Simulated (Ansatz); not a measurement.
# Band structure of In

```
CELL_PARAMETERS angstrom
1.66964 0.96397 8.20746
-1.66964 0.96397 8.20746
0.00000 -1.92793 8.20746
ATOMIC_POSITIONS crystal
In 0.00000 0.00000 0.00000
In 0.77801 0.77801 0.77801
In 0.22199 0.22199 0.22199
```

Atoms are numbered in the order listed.

The cell is the one relaxed in the Materials Project (mp-1184502), not relaxed further here; entries there can be hypothetical.

Spin–orbit coupling is left out, though it moves levels of the heavy atoms by tenths of an eV or more.

All numbers below come from DFT, PBEsol, all-electron LAPW, scalar-relativistic in Ansatz 0.2.0.

Numerical set-up: a Γ-centred 14×14×14 k mesh, Fermi–Dirac smearing of 0.05 eV, basis error target 0.5 meV/atom, no spin polarisation.

Points in fractions of the reciprocal vectors of this cell: Γ (0, 0, 0), T (0.5, 0.5, 0.5), H2 (0.824, 0.176, 0.5), H0 (0.5, -0.176, 0.176), L (0.5, 0, 0), S0 (0.338, -0.338, 0), S2 (0.662, 0, 0.338), F (0.5, 0, 0.5). The path joins them by straight lines in the order Γ–T–H2–H0–L–Γ–S0–S2–F; legs that retrace an earlier one aren't tabulated. Energies are in eV from the Fermi level.

Question: Metal or insulator at this level of theory?

Answer: No gap opens: metallic or semimetallic.

Question: Tabulate bands 28 to 34, counted from the lowest band of the run, along the path.

Answer: 
```json
{"k (1/Å)": "0.00", "point": "Γ", "band 28": "-9.51", "band 29": "-7.07", "band 30": "-7.04", "band 31": "0.47", "band 32": "0.49", "band 33": "8.72", "band 34": "8.72"}
{"k (1/Å)": "0.05", "point": "", "band 28": "-9.50", "band 29": "-7.39", "band 30": "-6.69", "band 31": "-0.20", "band 32": "1.18", "band 33": "8.64", "band 34": "8.64"}
{"k (1/Å)": "0.11", "point": "", "band 28": "-9.46", "band 29": "-7.71", "band 30": "-6.30", "band 31": "-0.86", "band 32": "1.90", "band 33": "8.54", "band 34": "8.54"}
{"k (1/Å)": "0.16", "point": "", "band 28": "-9.40", "band 29": "-8.00", "band 30": "-5.88", "band 31": "-1.49", "band 32": "2.64", "band 33": "8.46", "band 34": "8.46"}
{"k (1/Å)": "0.22", "point": "", "band 28": "-9.31", "band 29": "-8.27", "band 30": "-5.45", "band 31": "-2.09", "band 32": "3.40", "band 33": "8.21", "band 34": "8.39"}
{"k (1/Å)": "0.27", "point": "", "band 28": "-9.20", "band 29": "-8.50", "band 30": "-5.01", "band 31": "-2.65", "band 32": "4.18", "band 33": "7.40", "band 34": "8.34"}
{"k (1/Å)": "0.33", "point": "", "band 28": "-9.07", "band 29": "-8.72", "band 30": "-4.60", "band 31": "-3.13", "band 32": "4.97", "band 33": "6.59", "band 34": "8.31"}
{"k (1/Å)": "0.38", "point": "T", "band 28": "-8.92", "band 29": "-8.89", "band 30": "-4.38", "band 31": "-3.38", "band 32": "5.75", "band 33": "5.80", "band 34": "8.30"}
{"k (1/Å)": "0.56", "point": "", "band 28": "-8.79", "band 29": "-8.77", "band 30": "-4.28", "band 31": "-3.23", "band 32": "5.84", "band 33": "5.89", "band 34": "6.95"}
{"k (1/Å)": "0.73", "point": "", "band 28": "-8.41", "band 29": "-8.39", "band 30": "-3.96", "band 31": "-2.80", "band 32": "4.88", "band 33": "5.48", "band 34": "5.99"}
{"k (1/Å)": "0.91", "point": "", "band 28": "-7.77", "band 29": "-7.75", "band 30": "-3.42", "band 31": "-2.11", "band 32": "2.89", "band 33": "3.56", "band 34": "4.50"}
{"k (1/Å)": "1.08", "point": "", "band 28": "-6.88", "band 29": "-6.86", "band 30": "-2.66", "band 31": "-1.19", "band 32": "1.12", "band 33": "1.81", "band 34": "2.71"}
{"k (1/Å)": "1.25", "point": "", "band 28": "-5.74", "band 29": "-5.71", "band 30": "-1.85", "band 31": "-0.19", "band 32": "-0.15", "band 33": "0.34", "band 34": "1.17"}
{"k (1/Å)": "1.43", "point": "", "band 28": "-4.39", "band 29": "-4.35", "band 30": "-2.19", "band 31": "-1.02", "band 32": "-0.08", "band 33": "0.19", "band 34": "0.43"}
{"k (1/Å)": "1.60", "point": "H2", "band 28": "-3.16", "band 29": "-3.15", "band 30": "-2.90", "band 31": "-1.69", "band 32": "-0.86", "band 33": "-0.70", "band 34": "0.74"}
{"k (1/Å)": "1.64", "point": "", "band 28": "-3.19", "band 29": "-3.14", "band 30": "-2.85", "band 31": "-1.68", "band 32": "-1.01", "band 33": "-0.59", "band 34": "0.50"}
{"k (1/Å)": "1.68", "point": "", "band 28": "-3.21", "band 29": "-3.13", "band 30": "-2.79", "band 31": "-1.63", "band 32": "-1.20", "band 33": "-0.40", "band 34": "0.26"}
{"k (1/Å)": "1.71", "point": "", "band 28": "-3.22", "band 29": "-3.13", "band 30": "-2.76", "band 31": "-1.55", "band 32": "-1.36", "band 33": "-0.19", "band 34": "0.04"}
{"k (1/Å)": "1.75", "point": "", "band 28": "-3.22", "band 29": "-3.13", "band 30": "-2.76", "band 31": "-1.55", "band 32": "-1.36", "band 33": "-0.19", "band 34": "0.04"}
{"k (1/Å)": "1.79", "point": "", "band 28": "-3.21", "band 29": "-3.13", "band 30": "-2.79", "band 31": "-1.63", "band 32": "-1.20", "band 33": "-0.40", "band 34": "0.26"}
{"k (1/Å)": "1.83", "point": "", "band 28": "-3.19", "band 29": "-3.14", "band 30": "-2.85", "band 31": "-1.68", "band 32": "-1.01", "band 33": "-0.59", "band 34": "0.50"}
{"k (1/Å)": "1.86", "point": "H0", "band 28": "-3.16", "band 29": "-3.15", "band 30": "-2.90", "band 31": "-1.69", "band 32": "-0.86", "band 33": "-0.70", "band 34": "0.74"}
{"k (1/Å)": "1.96", "point": "", "band 28": "-3.57", "band 29": "-3.09", "band 30": "-2.45", "band 31": "-1.35", "band 32": "-1.19", "band 33": "-0.80", "band 34": "0.30"}
{"k (1/Å)": "2.05", "point": "", "band 28": "-3.94", "band 29": "-3.35", "band 30": "-2.44", "band 31": "-1.69", "band 32": "-0.67", "band 33": "-0.31", "band 34": "0.05"}
{"k (1/Å)": "2.15", "point": "", "band 28": "-4.25", "band 29": "-3.63", "band 30": "-2.61", "band 31": "-2.06", "band 32": "-0.61", "band 33": "-0.53", "band 34": "0.87"}
{"k (1/Å)": "2.24", "point": "", "band 28": "-4.48", "band 29": "-3.87", "band 30": "-2.78", "band 31": "-2.36", "band 32": "-0.80", "band 33": "-0.79", "band 34": "1.90"}
{"k (1/Å)": "2.34", "point": "", "band 28": "-4.65", "band 29": "-4.04", "band 30": "-2.91", "band 31": "-2.58", "band 32": "-1.00", "band 33": "-0.94", "band 34": "2.85"}
{"k (1/Å)": "2.43", "point": "", "band 28": "-4.75", "band 29": "-4.15", "band 30": "-3.00", "band 31": "-2.71", "band 32": "-1.12", "band 33": "-1.04", "band 34": "3.23"}
{"k (1/Å)": "2.53", "point": "L", "band 28": "-4.78", "band 29": "-4.19", "band 30": "-3.03", "band 31": "-2.75", "band 32": "-1.16", "band 33": "-1.07", "band 34": "3.26"}
{"k (1/Å)": "2.68", "point": "", "band 28": "-5.83", "band 29": "-4.12", "band 30": "-3.15", "band 31": "-2.43", "band 32": "-1.30", "band 33": "0.42", "band 34": "2.64"}
{"k (1/Å)": "2.84", "point": "", "band 28": "-6.96", "band 29": "-5.10", "band 30": "-3.98", "band 31": "-1.07", "band 32": "0.19", "band 33": "1.73", "band 34": "2.31"}
{"k (1/Å)": "3.00", "point": "", "band 28": "-7.88", "band 29": "-5.90", "band 30": "-4.97", "band 31": "0.64", "band 32": "1.31", "band 33": "1.84", "band 34": "3.09"}
{"k (1/Å)": "3.15", "point": "", "band 28": "-8.60", "band 29": "-6.49", "band 30": "-5.79", "band 31": "0.63", "band 32": "1.92", "band 33": "2.96", "band 34": "4.09"}
{"k (1/Å)": "3.31", "point": "", "band 28": "-9.11", "band 29": "-6.88", "band 30": "-6.41", "band 31": "0.40", "band 32": "1.30", "band 33": "5.12", "band 34": "6.03"}
{"k (1/Å)": "3.46", "point": "", "band 28": "-9.41", "band 29": "-7.07", "band 30": "-6.83", "band 31": "0.34", "band 32": "0.80", "band 33": "7.30", "band 34": "7.91"}
{"k (1/Å)": "3.62", "point": "Γ", "band 28": "-9.51", "band 29": "-7.07", "band 30": "-7.04", "band 31": "0.47", "band 32": "0.49", "band 33": "8.72", "band 34": "8.72"}
{"k (1/Å)": "3.80", "point": "", "band 28": "-9.38", "band 29": "-6.93", "band 30": "-6.90", "band 31": "0.59", "band 32": "0.61", "band 33": "7.19", "band 34": "7.37"}
{"k (1/Å)": "3.98", "point": "", "band 28": "-8.97", "band 29": "-6.52", "band 30": "-6.49", "band 31": "0.97", "band 32": "0.98", "band 33": "5.02", "band 34": "5.26"}
{"k (1/Å)": "4.17", "point": "", "band 28": "-8.28", "band 29": "-5.83", "band 30": "-5.81", "band 31": "1.52", "band 32": "1.53", "band 33": "3.01", "band 34": "3.28"}
{"k (1/Å)": "4.35", "point": "", "band 28": "-7.30", "band 29": "-4.88", "band 30": "-4.85", "band 31": "0.94", "band 32": "1.15", "band 33": "2.09", "band 34": "2.24"}
{"k (1/Å)": "4.53", "point": "", "band 28": "-6.06", "band 29": "-3.67", "band 30": "-3.66", "band 31": "-0.55", "band 32": "-0.31", "band 33": "0.56", "band 34": "1.15"}
{"k (1/Å)": "4.71", "point": "", "band 28": "-4.60", "band 29": "-2.61", "band 30": "-2.47", "band 31": "-1.44", "band 32": "-1.35", "band 33": "-0.62", "band 34": "-0.11"}
{"k (1/Å)": "4.89", "point": "S0", "band 28": "-3.22", "band 29": "-3.13", "band 30": "-2.75", "band 31": "-1.53", "band 32": "-1.39", "band 33": "-0.11", "band 34": "-0.05"}
{"k (1/Å)": "4.93", "point": "", "band 28": "-3.24", "band 29": "-3.11", "band 30": "-2.75", "band 31": "-1.57", "band 32": "-1.30", "band 33": "-0.33", "band 34": "0.12"}
{"k (1/Å)": "4.97", "point": "", "band 28": "-3.25", "band 29": "-3.09", "band 30": "-2.75", "band 31": "-1.62", "band 32": "-1.15", "band 33": "-0.56", "band 34": "0.32"}
{"k (1/Å)": "5.00", "point": "", "band 28": "-3.26", "band 29": "-3.08", "band 30": "-2.75", "band 31": "-1.65", "band 32": "-0.97", "band 33": "-0.77", "band 34": "0.53"}
{"k (1/Å)": "5.04", "point": "", "band 28": "-3.26", "band 29": "-3.08", "band 30": "-2.75", "band 31": "-1.65", "band 32": "-0.97", "band 33": "-0.77", "band 34": "0.53"}
{"k (1/Å)": "5.08", "point": "", "band 28": "-3.25", "band 29": "-3.09", "band 30": "-2.75", "band 31": "-1.62", "band 32": "-1.15", "band 33": "-0.56", "band 34": "0.32"}
{"k (1/Å)": "5.11", "point": "", "band 28": "-3.24", "band 29": "-3.11", "band 30": "-2.75", "band 31": "-1.57", "band 32": "-1.30", "band 33": "-0.33", "band 34": "0.12"}
{"k (1/Å)": "5.15", "point": "S2", "band 28": "-3.22", "band 29": "-3.13", "band 30": "-2.75", "band 31": "-1.53", "band 32": "-1.39", "band 33": "-0.11", "band 34": "-0.05"}
{"k (1/Å)": "5.24", "point": "", "band 28": "-3.49", "band 29": "-3.26", "band 30": "-2.78", "band 31": "-1.79", "band 32": "-1.30", "band 33": "0.51", "band 34": "0.60"}
{"k (1/Å)": "5.32", "point": "", "band 28": "-3.81", "band 29": "-3.54", "band 30": "-2.90", "band 31": "-2.16", "band 32": "-0.71", "band 33": "0.37", "band 34": "0.81"}
{"k (1/Å)": "5.41", "point": "", "band 28": "-4.07", "band 29": "-3.80", "band 30": "-3.09", "band 31": "-2.47", "band 32": "-0.28", "band 33": "0.10", "band 34": "1.10"}
{"k (1/Å)": "5.50", "point": "", "band 28": "-4.27", "band 29": "-4.00", "band 30": "-3.26", "band 31": "-2.72", "band 32": "-0.21", "band 33": "-0.12", "band 34": "1.85"}
{"k (1/Å)": "5.58", "point": "", "band 28": "-4.41", "band 29": "-4.14", "band 30": "-3.39", "band 31": "-2.91", "band 32": "-0.29", "band 33": "-0.26", "band 34": "2.02"}
{"k (1/Å)": "5.67", "point": "", "band 28": "-4.50", "band 29": "-4.23", "band 30": "-3.47", "band 31": "-3.02", "band 32": "-0.39", "band 33": "-0.31", "band 34": "1.91"}
{"k (1/Å)": "5.76", "point": "F", "band 28": "-4.53", "band 29": "-4.26", "band 30": "-3.50", "band 31": "-3.05", "band 32": "-0.43", "band 33": "-0.33", "band 34": "1.88"}
```
